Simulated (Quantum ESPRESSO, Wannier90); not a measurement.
## Tight-binding from DFT: AlP (zinc blende)

Structure: Materials Project mp-1550, symmetrised, not relaxed again. COD (Crystallography Open Database) has an entry of this formula and space group (matched by these alone). Method: PBEsol plane waves in Quantum ESPRESSO 7.5 (PseudoDojo norm-conserving files, 36 Ry, no spin polarisation, no spin-orbit coupling), Bloch states on a 10×10×10 mesh through Γ, Wannier90 4.0.1. Density: 10×10×10 mesh, cold smearing 0.01 Ry.

On the energy scale of pw.x, whose zero is arbitrary, the valence-band maximum lies at 4.91 eV.

Input w.win:

```
num_bands = 4
num_wann = 4
exclude_bands = 5-15
num_iter = 0
conv_tol = 1.0e-7
conv_window = 4
write_hr = true
write_u_matrices = true
begin projections
f=0.125000,0.125000,-0.375000:s
f=0.125000,-0.375000,0.125000:s
f=-0.375000,0.125000,0.125000:s
f=0.125000,0.125000,0.125000:s
end projections
begin unit_cell_cart
ang
    0.0000000000    2.7364850000    2.7364850000
    2.7364850000    0.0000000000    2.7364850000
    2.7364850000    2.7364850000    0.0000000000
end unit_cell_cart
begin atoms_frac
Al   0.0000000000  0.0000000000  0.0000000000
P    0.2500000000  0.2500000000  0.2500000000
end atoms_frac
mp_grid = 10 10 10
begin kpoints
0.0000000000 0.0000000000 0.0000000000
0.0000000000 0.0000000000 0.1000000000
0.0000000000 0.0000000000 0.2000000000
... (997 more lines: the 10x10x10 mesh through Gamma)
end kpoints
```

Input of pw2wannier90.x that gives the overlap and projection files (equivalent; here they were cut from one run over all bands):

```
&inputpp
  outdir = './out'
  prefix = 'pwscf'
  seedname = 'w'
  write_amn = .true.
  write_mmn = .true.
/
```

Output w.wout (banner and timings cut):

```
                                    ------
                                    SYSTEM
                                    ------

                              Lattice Vectors (Ang)
                    a_1     0.000000   2.736485   2.736485
                    a_2     2.736485   0.000000   2.736485
                    a_3     2.736485   2.736485   0.000000

                   Unit Cell Volume:      40.98352  (Ang^3)

                        Reciprocal-Space Vectors (Ang^-1)
                    b_1    -1.148039   1.148039   1.148039
                    b_2     1.148039  -1.148039   1.148039
                    b_3     1.148039   1.148039  -1.148039

 *----------------------------------------------------------------------------*
 |   Site       Fractional Coordinate          Cartesian Coordinate (Ang)     |
 +----------------------------------------------------------------------------+
 | al   1   0.00000   0.00000   0.00000   |    0.00000   0.00000   0.00000    |
 | p    1   0.25000   0.25000   0.25000   |    1.36824   1.36824   1.36824    |
 *----------------------------------------------------------------------------*
                                ------------
                                K-POINT GRID
                                ------------

             Grid size = 10 x 10 x 10      Total points = 1000

 *---------------------------------- MAIN ------------------------------------*
 |  Number of Wannier Functions               :                 4             |
 |  Number of Objective Wannier Functions     :                 4             |
 |  Number of input Bloch states              :                 4             |
 |  Output verbosity (1=low, 5=high)          :                 1             |
 |  Timing Level (1=low, 5=high)              :                 1             |
 |  Optimisation (0=memory, 3=speed)          :                 3             |
 |  Length Unit                               :               Ang             |
 |  Post-processing setup (write *.nnkp)      :                 F             |
 |  Using Gamma-only branch of algorithms     :                 F             |
 *----------------------------------------------------------------------------*
 *------------------------------- WANNIERISE ---------------------------------*
 |  Total number of iterations                :                 0             |
 |  Number of CG steps before reset           :                 5             |
 |  Trial step length for line search         :             2.000             |
 |  Convergence tolerence                     :         0.100E-06             |
 |  Convergence window                        :                 4             |
 |  Iterations between writing output         :                 1             |
 |  Iterations between backing up to disk     :               100             |
 |  Write r^2_nm to file                      :                 F             |
 |  Write xyz WF centres to file              :                 F             |
 |  Write on-site energies <0n|H|0n> to file  :                 F             |
 |  Use guiding centre to control phases      :                 F             |
 |  Use phases for initial projections        :                 F             |
 *----------------------------------------------------------------------------*
 *-------------------------------- PLOTTING ----------------------------------*
 |  Plotting Hamiltonian in WF basis          :                 T             |
 *----------------------------------------------------------------------------*

 *---------------------------------- K-MESH ----------------------------------*
 +----------------------------------------------------------------------------+
 |                    Distance to Nearest-Neighbour Shells                    |
 |                    ------------------------------------                    |
 |          Shell             Distance (Ang^-1)          Multiplicity         |
 |          -----             -----------------          ------------         |
 |             1                   0.198846                      8            |
 |             2                   0.229608                      6            |
 |             3                   0.324715                     12            |
 |             4                   0.380762                     24            |
 |             5                   0.397693                      8            |
 |             6                   0.459216                      6            |
 |             7                   0.500419                     24            |
 |             8                   0.513419                     24            |
       ... (lines left out)
 +----------------------------------------------------------------------------+
 | The b-vectors are chosen automatically                                     |
 | The following shells are used:                       1                     |
 +----------------------------------------------------------------------------+
 |                        Shell   # Nearest-Neighbours                        |
 |                        -----   --------------------                        |
 |                          1               8                                 |
 +----------------------------------------------------------------------------+
 | Completeness relation is fully satisfied [Eq. (B1), PRB 56, 12847 (1997)]  |
 +----------------------------------------------------------------------------+
 |                  b_k Vectors (Ang^-1) and Weights (Ang^2)                  |
 |                  ----------------------------------------                  |
 |            No.         b_k(x)      b_k(y)      b_k(z)        w_b           |
 |            ---        --------------------------------     --------        |
 |             1         0.114804    0.114804   -0.114804     9.484106        |
 |             2         0.114804   -0.114804    0.114804     9.484106        |
 |             3        -0.114804    0.114804    0.114804     9.484106        |
 |             4         0.114804    0.114804    0.114804     9.484106        |
 |             5        -0.114804   -0.114804    0.114804     9.484106        |
 |             6        -0.114804    0.114804   -0.114804     9.484106        |
 |             7         0.114804   -0.114804   -0.114804     9.484106        |
 |             8        -0.114804   -0.114804   -0.114804     9.484106        |
 +----------------------------------------------------------------------------+
 |                           b_k Directions (Ang^-1)                          |
 |                           -----------------------                          |
 |            No.           x           y           z                         |
 |            ---        --------------------------------                     |
 |             1         0.114804    0.114804   -0.114804                     |
 |             2         0.114804   -0.114804    0.114804                     |
 |             3        -0.114804    0.114804    0.114804                     |
 |             4         0.114804    0.114804    0.114804                     |
 +----------------------------------------------------------------------------+

 Starting a new Wannier90 calculation ...

 Reading overlaps from w.mmn

 Reading projections from w.amn

 *------------------------------- WANNIERISE ---------------------------------*
 +--------------------------------------------------------------------+<-- CONV
 | Iter  Delta Spread     RMS Gradient      Spread (Ang^2)            |<-- CONV
 +--------------------------------------------------------------------+<-- CONV

 ------------------------------------------------------------------------------
 Initial State
  WF centre and spread    1  ( -0.901152, -0.901152,  0.901152 )     1.89832540
  WF centre and spread    2  ( -0.901152,  0.901152, -0.901152 )     1.89832540
  WF centre and spread    3  (  0.901152, -0.901152, -0.901152 )     1.89832540
  WF centre and spread    4  (  0.901152,  0.901152,  0.901152 )     1.89832540
  Sum of centres and spreads ( -0.000000,  0.000000,  0.000000 )     7.59330161

      0     0.759E+01     0.0000000000        7.5933016085  <-- CONV
        O_D=      0.1841297 O_OD=      0.6976605 O_TOT=      7.5933016 <-- SPRD
 ------------------------------------------------------------------------------
 Final State
  WF centre and spread    1  ( -0.901152, -0.901152,  0.901152 )     1.89832540
  WF centre and spread    2  ( -0.901152,  0.901152, -0.901152 )     1.89832540
  WF centre and spread    3  (  0.901152, -0.901152, -0.901152 )     1.89832540
  WF centre and spread    4  (  0.901152,  0.901152,  0.901152 )     1.89832540
  Sum of centres and spreads ( -0.000000,  0.000000,  0.000000 )     7.59330161

         Spreads (Ang^2)       Omega I      =     6.711511387
        ================       Omega D      =     0.184129702
                               Omega OD     =     0.697660519
    Final Spread (Ang^2)       Omega Total  =     7.593301609
```
